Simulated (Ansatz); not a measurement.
AlN:
```yaml
crystal:
  lattice:
    - [3.10655, 0.00000, 0.00000]
    - [-1.55327, 2.69035, 0.00000]
    - [0.00000, 0.00000, 4.97815]
  atoms:
    - { symbol: Al, position: [0.66667, 0.33333, 0.49920] }
    - { symbol: Al, position: [0.33333, 0.66667, 0.99920] }
    - { symbol: N, position: [0.66667, 0.33333, 0.88080] }
    - { symbol: N, position: [0.33333, 0.66667, 0.38080] }
```

Relaxed with r²SCAN. Special points in fractions of this cell's reciprocal vectors: Γ (0.000, 0.000, 0.000); M (0.500, 0.000, 0.000); K (0.333, 0.333, 0.000); A (0.000, 0.000, 0.500); L (0.500, 0.000, 0.500); H (0.333, 0.333, 0.500).

Task: List the band energies nearest the valence-band maximum at these points for the program Ansatz at the r²SCAN level (PAW).

Result: In eV from the valence-band maximum; about four levels below and three above (degenerate sets whole), none deeper than 8.9 eV; points with the same levels are listed once.

```json
[
 {"k": "Γ", "below": "-0.89 -0.89 -0.22 -0.22 0.00", "above": "4.87 7.52 11.60"},
 {"k": "M", "below": "-3.39 -2.14 -1.77 -0.71", "above": "6.45 6.57 9.03"},
 {"k": "K", "below": "-3.80 -3.80 -2.52 -2.41 -2.41", "above": "5.69 9.15 10.56 10.56"},
 {"k": "A", "below": "-0.56 -0.56 -0.56 -0.56", "above": "7.23 7.23 11.32 11.32"},
 {"k": "L", "below": "-1.50 -1.50 -1.39 -1.39", "above": "5.99 5.99 10.15 10.15"},
 {"k": "H", "below": "-3.92 -3.92 -0.81 -0.81", "above": "8.15 8.15 8.64 8.64"}
]
```

Space group P6_3mc (wurtzite). Symmetry was held in the r²SCAN relaxation.

Potentials: the earlier of the program's two PAW sets.
